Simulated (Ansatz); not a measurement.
Given:

NbP:
```xyz
2
Lattice="3.0786 0.0000 0.0000 0.0000 3.0786 0.0000 0.0000 0.0000 3.0786" Properties=species:S:1:pos:R:3 pbc="T T T"
Nb     0.0000     0.0000     0.0000
P      1.5393     1.5393     1.5393
```

This is the PBEsol-relaxed structure.

### Question
All from PBEsol (plane waves, PAW; program Ansatz), unless another level is named. Give the electronic character.

### Answer
metallic (no gap).

### Question
Give the density of states at the Fermi level.

### Answer
0.53 states/eV per atom (mean over ±0.08 eV).

### Question
Next, the formation energy from the elements (no fitted shifts)?

### Answer
-0.77 eV/atom.

### Question
Predict the gap with spin–orbit coupling.

### Answer
none (metallic).

Space group Pm-3m (CsCl type). A made-up cell: these elements were put on the sites of a structure type; neither database checked (COD, Materials Project) lists it. COD files the formula under space group No. 141, so this cell is another polymorph or a model. Whether it is the stable phase at ambient conditions was not checked. The cell was relaxed with PBEsol under the symmetry of its start; of distortions, only those at the zone centre were tested. No spin polarisation was allowed. The references are the lowest solids computed at this level, not always the standard phases. Scalar-relativistic: spin–orbit coupling is off unless named, which matters more the heavier the elements.

Potentials: the later of the program's two PAW sets.
